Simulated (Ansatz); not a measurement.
C:
```cif
data_C8
_chemical_formula_sum 'C8'
_space_group_name_H-M_alt 'Fd-3m :1'
_space_group_IT_number 227
_space_group_name_Hall 'F 4d 2 3 -1d'
_cell_length_a 3.56026
_cell_length_b 3.56026
_cell_length_c 3.56026
_cell_angle_alpha 90.000
_cell_angle_beta 90.000
_cell_angle_gamma 90.000
loop_
_atom_site_label
_atom_site_type_symbol
_atom_site_symmetry_multiplicity
_atom_site_Wyckoff_symbol
_atom_site_fract_x
_atom_site_fract_y
_atom_site_fract_z
_atom_site_occupancy
C1 C 8 a 0.00000 0.00000 0.00000 1
```
(The calculation used a cell of 2 atoms; values per cell refer to that cell.)

Relaxed with r²SCAN. The program Ansatz at the r²SCAN level (PAW) gives a gap of 4.36 eV.

Q: What gap does HSE06 give on the same cell (Ansatz, PAW)?

A: 5.30 eV, 0.94 eV more. The hybrid was solved on a coarser mesh and at special points; its gap is the smallest among all of these.

```
k  v1 r²SCAN  c1 r²SCAN  v1 HSE06  c1 HSE06
-  ---------  ---------  --------  --------
Γ       0.00       5.90       [?]       [?]
X      -6.68       5.03     -6.91      5.93
L      -2.98       8.94       [?]       [?]
K      -5.69       6.00       [?]       [?]
```

Q: Top valence (v1) and lowest conduction level (c1) in eV from each method's valence maximum (which need not be a listed point): supply the withheld HSE06 values.

A: 
- Γ, v1 HSE06: 0.00
- Γ, c1 HSE06: 6.99
- K, v1 HSE06: -5.89
- K, c1 HSE06: 6.91
- L, v1 HSE06: -3.08
- L, c1 HSE06: 10.05

Cost on shared cores: the r²SCAN run (SCF on a 13×13×13 mesh, then bands and DOS) around 5 core-seconds (rough), the HSE06 run (SCF on 10×10×10, then a few points) roughly 40 core-seconds; the tasks are unlike.

Symmetry was held in the r²SCAN relaxation; phonons on a q-mesh show no instability.

Potentials: the later of the program's two PAW sets.
